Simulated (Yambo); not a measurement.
G0W0@LDA for RbAuS₂O₈ (space group P-1, No. 2) in Yambo. Reference settings: 2×2×1 Γ-centred k mesh, bands 5 to 286 and a 7 Ry block in the screening, 286 bands in G with the Bruneval-Gonze terminator, plasmon pole fitted at 27.2 eV. The LDA gap (-0.5, -0.5, 0) → Γ on this mesh is 1.60 eV; G0W0 gaps are taken between the same points.

The settings were changed. The gap went from 3.80 eV to 3.97 eV, and the shift of the valence edge from -0.91 eV to -0.26 eV.

**Question.** What was changed between the two runs?
A) 3 Ry block
B) 189 bands in W, 189 bands in G
C) 116 bands in G, no terminator
D) 189 bands in G

**Answer.** C, 116 bands in G, no terminator. The others gave (gap, valence shift): 189 bands in W, 189 bands in G: 3.82, -0.85 eV; 189 bands in G: 3.80, -0.90 eV; 3 Ry block: 4.01, -1.03 eV.

Spin-orbit coupling is not included.

Geometry of the Materials Project entry, not relaxed at this level; primitive cell a = 4.356 Å, b = 5.168 Å, c = 9.038 Å, α = 76.96°, β = 88.31°, γ = 74.31°.

A shift is the quasiparticle energy of the state minus its LDA energy.
